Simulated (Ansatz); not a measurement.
## AlCu: a sublattice moved along a line

Method: Ansatz 0.2.0, DFT LDA, scalar-relativistic, plane waves, PAW. Cutoff 420 eV, Γ-centred 16×16×16 k-points, Gaussian smearing of 0.15 eV. No spin polarisation. Energies are free energies at this smearing, counted from the undisturbed cell; pressure is positive in compression.

Reference structure (as given, not relaxed at this level; it stands at -8.7 GPa, and it needn't be the usual structure):

```
Al Cu
1.0
     2.99751    0.00000    0.00000
     0.00000    2.99751    0.00000
     0.00000    0.00000    2.99751
Al Cu
1 1
Cartesian
  0.0000 0.0000 0.0000
  1.4988 1.4988 1.4988
```

Every Cu atom is moved by x along the Cartesian unit vector (0.000, 0.000, 1.000); the cell and all other atoms stay fixed. The cell is metallic on the mesh throughout. At -9 GPa the given cell is far from its own equilibrium, so these figures belong to a strongly strained crystal.

Question: Over the sampled range (-0.5000 to 0.4375), is the undisturbed cell the lowest point?

Answer: Yes, every other sampled point lies higher.

The scan:

| x (Å) | ΔE (meV/cell) |
| --- | --- |
| -0.5000 | 405.2 |
| -0.2500 | 100.7 |
| 0.0000 | 0.0 |
| 0.1250 | 25.1 |
| 0.1875 | 56.5 |
| 0.3125 | 157.7 |
| 0.3750 | 227.5 |
| 0.4375 | 310.1 |